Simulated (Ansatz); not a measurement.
Si (diamond)

```
Si
1.0
    0.00000     2.72210     2.72210
    2.72210     0.00000     2.72210
    2.72210     2.72210     0.00000
Si
2
Direct
  0.00000   0.00000   0.00000
  0.25000   0.25000   0.25000
```

This relaxed cell (volume V₀) is scaled evenly in all directions, its shape held. Symmetry pins the atoms to their sites.

All values below come from r2SCAN (plane waves to 500 eV, PAW, scalar-relativistic; Ansatz, an electronic-structure program). k mesh 11×11×11 (Γ-centred), Fermi-Dirac smearing 0.05 eV. Stress and pressure are positive under compression. Si was relaxed with its symmetry unable to fall.

At one point of the scan the stress tensor (GPa) is:

```
   16.1      0.0      0.0
    0.0     16.1      0.0
    0.0      0.0     16.1
```

Q: Which point is it?
A. V/V₀ = 0.960
B. V/V₀ = 0.920
C. V/V₀ = 0.840
D. V/V₀ = 0.880

A: D, V/V₀ = 0.880

(A scan under strain: stresses follow from slopes of the energy per volume, elastic moduli from its curvatures.)
